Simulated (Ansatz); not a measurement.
The cell is COD entry 9009019, as deposited and not checked against the literature; nothing was relaxed. The listed cell was then made from it by scaling, straining or moving an atom.

An input for Sn2Ir: DFT, LDA, PAW with Ansatz's default frozen-core files, scalar-relativistic (Ansatz 0.2.0). The PAW files were made with PBE; their cores are remade for this functional.

Command: `ansatz run input.yaml --threads 1 --pin off --max-ram 4096MiB --backend cpu --events-out ev --progress --plain --runs-dir out` The run took 8.1 s on 1 thread of Arm Neoverse V1, with other jobs on the host, peak memory 0.44 GiB.

```yaml
crystal:
  lattice:
    - [0.0, 3.1795283165, 3.1795283165]
    - [3.1795283165, 0.0, 3.1795283165]
    - [3.1795283165, 3.1795283165, 0.0]
  atoms:
    - { symbol: Sn, position: [0.25, 0.25, 0.25] }
    - { symbol: Sn, position: [0.75, 0.75, 0.75] }
    - { symbol: Ir, position: [0.0, 0.0, 0.0] }
kpoints:
  mp_grid: { grid: [10, 10, 10] }
scf:
  occupations: { method: fermi_dirac, width: 0.03 }
hamiltonian:
  xc: lda
  pseudopotentials: { kind: paw }
output:
  forces: true
  stress: true
  eigenvalues: true
  efg: { contact_densities: true }
  write_density: true
  write_potential: true
  elf: true
  volumetric_format: npy
```

The results part of the log:

```
SCF 1 converged in 6 iterations: F = -23423.334116 eV  dr2 = 4.07e-9
  greatest PAW one-centre occupation: 1.000 electrons in one spin orbital (limit 2), on the Ir atom at site 2 (counted from 0), in its partial waves of l = 0
SCF converged after 6 iterations
Free energy (F): -23423.334116 eV
Harris-Foulkes:  -23423.334116 eV  (|F-HF|=8.88e-10)
Internal energy: -23423.328956 eV  (E = F + TS)
E sigma→0 (E₀):  -23423.331536 eV
Entropy (-TS):   -0.005160 eV (-1.720 meV/atom)
Fermi energy:    14.267693 eV
--- Per-component energies (eV) ---
  E_band       = -323.185777
  E_kinetic    = 1004.832407
  E_local      = -3299.145774  (includes V_loc(G=0)·N_el)
  E_nonlocal   = 26.322910
  E_hartree    = 1700.455679
  E_xc         = -1024.785093
  E_vxc        = -498.034349  (∫ρ·V_xc dr)
  E_paw        = -16949.127482  (= ΣΔE_a)
  E_vpaw       = -958.072364  (= ΣTr[D̂ρ^β])
  E_aug_tail   = 0.000050  (compensation charges beyond the density's cutoff)
  E_ewald      = -4883.143053
  E_core_change = 1.261399  (= ΣΔE_core)
  E_smearing   = -0.005160  (= −TS)
  E_closure    = -0.000000  (closes the sum)
  Σ components = -23423.334116   (vs F -23423.334116, Δ=0.00e0)
--- Forces (eV/Å), atoms counted from 1 ---
  atom   1  Sn     0.00000000     0.00000000    -0.00000000
  atom   2  Sn     0.00000000    -0.00000000     0.00000000
  atom   3  Ir    -0.00000000     0.00000000    -0.00000000
  max |Σ_I F_I| component: 9.25e-17 eV/Å
--- Stress (GPa, compression-positive) ---
       -3.347573      -0.000000      -0.000000
       -0.000000      -3.347573      -0.000000
        0.000000       0.000000      -3.347573
  P = ⅓ Tr σ = -3.3476 GPa (-33.476 kbar)
--- PAW observables at the nuclei: V_zz in 10²¹ V/m², potentials from the cell's mean, atoms counted from 1 ---
  atom   1  Sn V_zz =    +0.000000   η = 0.0000   by run symmetry: forbidden
            electrostatic potential = -8179.123337 V   contact ρ = 1231435.925376 e/Å³
  atom   2  Sn V_zz =    +0.000000   η = 0.0000   by run symmetry: forbidden
            electrostatic potential = -8179.123337 V   contact ρ = 1231435.925376 e/Å³
  atom   3  Ir V_zz =    +0.000000   η = 0.0000   by run symmetry: forbidden
            electrostatic potential = -15786.152056 V   contact ρ = 11123743.692711 e/Å³
--- Band table (eV; the first three rows and the last of 47) ---
  k-point 0: bands = ["-77.3077", "-34.1645", "-34.1645", "-34.1645", "-7.1482", "-7.1482", "-7.0310", "-7.0310", "-7.0310", "-6.8746", "-6.8746", "-6.8746", "-6.7432", "-6.7432", "2.7487", "9.9245", "9.9245", "9.9245", "11.8355", "12.1857", "12.1857", "17.8405", "17.8405", "17.8405", "18.1538", "18.1538", "18.1538"]
  k-point 1: bands = ["-77.3077", "-34.1647", "-34.1645", "-34.1645", "-7.1384", "-7.1384", "-7.0303", "-7.0271", "-7.0271", "-6.8781", "-6.8781", "-6.8767", "-6.7535", "-6.7535", "2.8716", "9.3973", "9.9876", "9.9876", "12.1386", "12.1386", "12.4264", "16.1681", "17.1505", "17.1505", "18.1603", "18.3495", "18.3495"]
  k-point 2: bands = ["-77.3077", "-34.1650", "-34.1646", "-34.1646", "-7.1101", "-7.1101", "-7.0257", "-7.0157", "-7.0157", "-6.8886", "-6.8886", "-6.8848", "-6.7832", "-6.7832", "3.2341", "8.4972", "10.1550", "10.1550", "12.0445", "12.0445", "13.3122", "14.5133", "16.2190", "16.2190", "17.6062", "18.3892", "18.3892"]
  k-point 46: bands = ["-77.3077", "-34.1656", "-34.1652", "-34.1648", "-7.0740", "-7.0405", "-7.0294", "-6.9849", "-6.9489", "-6.9458", "-6.9238", "-6.8907", "-6.8641", "-6.8160", "6.3476", "6.7208", "8.4998", "9.6596", "11.7410", "11.8281", "11.8301", "12.3027", "13.4203", "16.8128", "18.4817", "19.0782", "20.9278"]
```
